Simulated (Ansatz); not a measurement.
**Contact silicides: how much Si do they eat?**

A metal film that reacts with Si consumes substrate; on a shallow junction the depth consumed per thickness of contact matters as much as the driving force.

The reference row is WSi2. 8 nm of metal is deposited and fully reacted. All products have no gap at this level.

**Data**

Levels of theory (Ansatz, a plane-wave PAW program, with an older set of its potentials): volume per atom: PBE, relaxed cell; metal volume, Si volume: PBE, the element in its room-temperature structure; ΔH_f: PBE, 0 K, against the elements in the same set-up, no fitted corrections.

Definitions used: Si consumed = metal thickness × y × V(Si)/V(metal); product = metal thickness × (1 + y) × V/V(metal); ratio = consumed/product; volume change = product/(metal + consumed) − 1.

| crystal | Si atoms per metal atom | V (Å³/atom) | V of the metal (Å³/atom) | V of Si (Å³/atom) | ΔH_f (eV/atom) | Si consumed (nm) | product thickness (nm) | consumed per nm of product | volume change (%) |
|---|---|---|---|---|---|---|---|---|---|
| Ni2Si (Pnma) | 0.500 | 11.05 | 10.89 | 20.46 | −0.547 | 7.52 | 12.18 | 0.62 | −22 |
| CoSi (P2₁3) | 1.000 | 10.87 | 10.86 | 20.46 | −0.604 | 15.07 | 16.01 | 0.94 | −31 |
| NiSi2 (Fm-3m) | 2.000 | 13.45 | 10.89 | 20.46 | −0.353 | 30.06 | 29.64 | 1.01 | −22 |
| WSi2 (I4/mmm), reference | 2.000 | 13.68 | 16.14 | 20.46 | −0.340 | 20.28 | 20.34 | 1.00 | −28 |
| CoSi2 (Fm-3m) | 2.000 | 12.83 | 10.86 | 20.46 | −0.465 | 30.14 | 28.35 | 1.06 | −26 |
| Co2Si (Pnma) | 0.500 | 10.63 | 10.86 | 20.46 | −0.444 | 7.54 | 11.75 | 0.64 | −24 |
| Mo3Si (Pm-3n) | 0.333 | 14.75 | 15.78 | 20.46 | −0.322 | 3.45 | 9.97 | 0.35 | −13 |
| ZrSi2 (Cmcm, oS12) | 2.000 | 16.81 | 23.39 | 20.46 | −0.665 | 14.00 | 17.25 | 0.81 | −22 |

Not checked to be the ambient phase: ZrSi2 (Cmcm, oS12). Magnetic states: Co2Si ferromagnetic, as set for this run. Run without spin polarisation: Ni2Si, CoSi, NiSi2, CoSi2. Spin–orbit coupling is left out unless named. No other phase of the formula is at hand at the same level beside ZrSi2 (Cmcm, oS12). ΔH_f counts from the lowest computed solid of each element: Co (P6_3/mmc, ferromagnetic), Mo (Im-3m), Ni (Fm-3m, ferromagnetic), Si (Fd-3m), W (Im-3m), Zr (P6_3/mmc).

**Worked example**

The steps for Ni2Si:

1. Si consumed: 8 × 0.500 × 20.46/10.89 = 7.52 nm
2. product thickness: 8 × (1 + 0.500) × 11.05/10.89 = 12.18 nm
3. Si consumed per nm of product: 7.52/12.18 = 0.62
4. volume change: 100 × (12.18/(8 + 7.52) − 1) = −22 %

**Result**

By Si consumed per nm of product (lowest first): Mo3Si (0.35 ± 0.017), Ni2Si (0.62 ± 0.031) ≈ Co2Si (0.64 ± 0.032), ZrSi2 (Cmcm, oS12) (0.81 ± 0.041), CoSi (0.94 ± 0.047) ≈ WSi2 (1.00 ± 0.050) ≈ NiSi2 (1.01 ± 0.051) ≈ CoSi2 (1.06 ± 0.053). The ± follows from allowances picked for this note (volume per atom 4 %, 3 % for the model), carried to first order and added in quadrature; ≈ joins neighbours closer than their two ± added in quadrature. On this figure 4 of 7 candidates do clearly better than the reference.

Pareto front for low Si consumed per nm of product and low ΔH_f: Mo3Si (0.35, −0.322); Ni2Si (0.62, −0.547); ZrSi2 (Cmcm, oS12) (0.81, −0.665). The reference is off the front.

**Caveats**

Which phase forms first is kinetic; barrier heights, resistivities and agglomeration are not treated. Phases over 50 meV/atom above the lowest one at hand were not drawn (by r²SCAN where it compared them, else by the largest value; a layered or molecular lowest phase counts only with a dispersion term); other phases could lie lower still. Rows were sampled with a lean to familiar crystals, related or not, whatever their agreement with measurement; tables with many equal figures were not kept. Limits of the draw: ΔH_f under −0.03 eV/atom; for ΔH_f, runs without a dispersion term, no Mn, and elements whose lowest cell is their usual one. As a rule kept out of such tables: 4f compounds, open-shell compounds run without a Hubbard term, cells found unstable in the tests at hand, cells close to a higher symmetry, and runs set to a pressure or over 12 % in volume from the crystal's fullest run.
